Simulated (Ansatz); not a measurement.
Given:

La:
```xyz
1
Lattice="3.2950 0.0000 0.0000 0.0000 3.2950 0.0000 0.0000 0.0000 3.2950" Properties=species:S:1:pos:R:3 pbc="T T T"
La     0.0000     0.0000     0.0000
```

This is the r²SCAN-relaxed structure.

All from the program Ansatz at the r²SCAN level (PAW), unless another level is named. Give the Young's modulus.

18.3 GPa.

Predict the elastic constants (relaxed ions, GPa).

C11 = 48.4, C12 = 15.3, C44 = 3.2.

Space group Pm-3m (simple cubic). The cell is a constructed one: a structure type filled with these elements; neither database checked (COD, Materials Project) lists it. It is not the phase usual at ambient conditions (space group No. 194). The cell was relaxed with r²SCAN under the symmetry of its start. At this level the phase is dynamically unstable (imaginary phonons). As this level gives no gap, shear constants depend on the k-mesh and smearing (Fermi–Dirac, 0.1 eV here). Spin–orbit coupling is left out wherever it is not named.

Potentials: the later of the program's two PAW sets.
